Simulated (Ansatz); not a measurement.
Consider the following.

BaMgF4:
```
BaMgF4
1.0
    2.04573    -7.28680     0.00000
    2.04573     7.28680     0.00000
    0.00000     0.00000     5.82281
Ba Mg F
2 2 8
Cartesian
  2.04573  -2.19718   0.85178
  2.04573   2.19718   3.76319
  2.04573  -6.05644   1.10527
  2.04573   6.05644   4.01668
  2.04573   1.15314   1.18617
  2.04573  -1.15314   4.09757
  2.04573  -4.41262   2.22001
  2.04573   4.41262   5.13142
  2.04573   6.87169   0.05052
  2.04573  -6.87169   2.96192
  2.04573   4.90242   2.44402
  2.04573  -4.90242   5.35543
```

This is the PBEsol-relaxed structure. Cartesian axes are those of the cell as given.

All from plane-wave PAW PBEsol (Ansatz code), unless another level is named. Estimate the electronic dielectric constant ε∞ (DFPT).

2.39 (xx), 2.29 (yy), 2.35 (zz).

And the Born charges (a third of the trace)?

Ba +2.65, Mg +2.01, F -1.22 to -1.12 e.

Predict the static dielectric constant ε0 (ions relaxed, cell fixed).

8.30 (xx), 18.8 (yy), 8.75 (zz).

Space group Cmc2_1. The workflow started from a Materials Project entry (that database holds measured and hypothetical structures alike); the Crystallography Open Database files this formula in space group No. 36, but the cells were not matched. Its standing as an ambient phase is unchecked. The cell was relaxed with PBEsol under the symmetry of its start; whether a distortion lowers the energy is not shown. Scalar-relativistic: spin–orbit coupling is off unless named, which matters more the heavier the elements.

Potentials: the earlier of the program's two PAW sets. The files were generated under PBE; for other functionals the program regenerates the frozen cores, and for LDA and PBEsol the local potential too.
